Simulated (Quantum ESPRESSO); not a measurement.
Ga3MgP3S, a curve over one atom's position

Simulated, not a measurement. The program is pw.x of Quantum ESPRESSO 7.5 (plane-wave density functional theory). The cell is made up: 8 atoms on a zincblende/diamond lattice, with randomly drawn elements, strain and displacements, not relaxed. PseudoDojo standard norm-conserving files (v0.5 for PBE, v0.4.1 for LDA and PBEsol) set the functional; there is no spin polarisation, spin-orbit coupling or dispersion term, and the masses in the input are unused placeholders.

Seven runs move atom 3 (Ga, counted in the order of the input) along y and keep all else fixed.

Input of the run at +0.0504:

```
&control calculation='scf', pseudo_dir='./dojo.nc.sr.pbe.v0_5.standard.upf', outdir='./o', disk_io='medium', tprnfor=.true., tstress=.true. /
&system ibrav=0, nat=8, ntyp=4, nbnd=41, ecutwfc=84.00895049, nosym=.true., tot_charge=0,
 occupations='smearing', smearing='fd', degauss=0.0018374661
/
&electrons conv_thr=7.350e-09, electron_maxstep=60, /
ATOMIC_SPECIES
Ga 1.0 Ga.upf
Mg 1.0 Mg.upf
P 1.0 P.upf
S 1.0 S.upf
CELL_PARAMETERS angstrom
5.6747 -0.0009 -0.0604
-0.0009 5.5603 -0.0478
-0.0604 -0.0478 5.5669
ATOMIC_POSITIONS angstrom
Ga 0.028 0.072 0.0393
Ga -0.1265 2.7456 2.7978
Ga 2.8246 0.0214 2.7591
Mg 2.8242 2.681 -0.0749
P 1.3693 1.4004 1.4577
P 1.3202 4.1355 4.1377
S 4.2922 1.3633 4.164
P 4.186 4.1657 1.3808
K_POINTS automatic
4 4 4 1 1 1
```

```
shift of atom 3 along y (Å)  free energy less that of the input shown (eV)  Fx on atom 3 (eV/Å)  Fy on atom 3 (eV/Å)  Fz on atom 3 (eV/Å)  pressure (GPa)  next band up at Gamma (eV)  iterations
                    -0.1463                                        -0.0409               -1.316                0.591                0.115           -0.17                       0.757          10
                    -0.1088                                        -0.0575               -1.225                0.290                0.071           -0.26                       0.743          10
                    -0.0926                                        -0.0611               -1.187                0.159                0.053           -0.29                       0.735          10
                    -0.0709                                        -0.0627               -1.136               -0.018                0.032           -0.33                       0.724          10
                    +0.0504                                         0.0000               -0.859               -1.019               -0.053           -0.41                       0.644          10
                    +0.1250                                         0.0988               -0.695               -1.630               -0.076           -0.35                       0.587          10
                    +0.1828                                         0.2065               -0.570               -2.093               -0.079           -0.25                       0.541          10
```

A cubic fit gives dFy/dy = -8.27 eV/Å² at zero shift. Across the table the free energy follows the integral of the force to within 0.3 meV. A rerun of one of the cells at 1437 eV and a 6 x 6 x 6 mesh moved values by no more than 0.007 eV in energy, 0.02 GPa in stress and 0.006 eV/Å in force. The band column is the level of band 36 at Gamma less that of band 35, whose number is half the electron count, rounded up; it comes from a band step after each run.